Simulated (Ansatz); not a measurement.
BP:
```cif
data_B3P3
_chemical_formula_sum 'B3 P3'
_space_group_name_H-M_alt 'P6422'
_space_group_IT_number 181
_space_group_name_Hall 'P 64 2 (0 0 2)'
_cell_length_a 3.27859
_cell_length_b 3.27859
_cell_length_c 6.99604
_cell_angle_alpha 90.000
_cell_angle_beta 90.000
_cell_angle_gamma 120.000
loop_
_atom_site_label
_atom_site_type_symbol
_atom_site_symmetry_multiplicity
_atom_site_Wyckoff_symbol
_atom_site_fract_x
_atom_site_fract_y
_atom_site_fract_z
_atom_site_occupancy
B1 B 3 c 0.50000 0.00000 0.00000 1
P1 P 3 d 0.50000 0.00000 0.50000 1
```

Relaxed at zero pressure with the program Ansatz at the PBE level (PAW).

Question: The volume is lowered by 3 % and shape and atoms relax at that volume. What pressure results, and how do the axes share the change?

Answer: 5.6 GPa; a -1.0 %, b -1.0 %, c -1.1 %; the energy rises by 6 meV/atom.

Question: Give the new structure.

Answer: 
Space group P6₄22 (No. 181); a = b = 3.2463 Å, c = 6.9218 Å, α = β = 90.00°, γ = 120.00°

```json
[
 {"atom": "B", "site": "3c", "symmetry": "222", "x": "0.5000", "y": "0.0000", "z": "0.0000"},
 {"atom": "P", "site": "3d", "symmetry": "222", "x": "0.5000", "y": "0.0000", "z": "0.5000"}
]
```

The phase is kept; no other phase was compared at this pressure.

Space group P6_422. The start of the workflow was typed in or built on a structure type; neither database checked (COD, Materials Project) lists it. It is not the phase usual at ambient conditions (space group No. 216). Symmetry was held in the PBE relaxation; whether a distortion lowers the energy is not shown.

Potentials: the earlier of the program's two PAW sets.
